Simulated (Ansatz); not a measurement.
InPd:
```
CELL_PARAMETERS angstrom
      3.26693     0.00000     0.00000
      0.00000     3.26693     0.00000
      0.00000     0.00000     3.26693
ATOMIC_POSITIONS crystal
  In 0.00000 0.00000 0.00000
  Pd 0.50000 0.50000 0.50000
```

This is the r²SCAN-relaxed structure.

Question: All from the program Ansatz at the r²SCAN level (PAW), unless another level is named. Estimate the formation energy from the elements (no fitted shifts).

Answer: -0.57 eV/atom.

Question: Next, the density of states at the Fermi level?

Answer: 0.31 states/eV per atom (mean over ±0.08 eV).

Question: What about the gap with spin–orbit coupling?

Answer: none (metallic).

Space group Pm-3m (CsCl type). The cell was relaxed with r²SCAN under the symmetry of its start; of distortions, only those at the zone centre were tested. The run is not spin-polarised. The references are the lowest solids computed at this level, not always the standard phases. Scalar-relativistic: spin–orbit coupling is off unless named, which matters more the heavier the elements.

Potentials: the later of the program's two PAW sets.
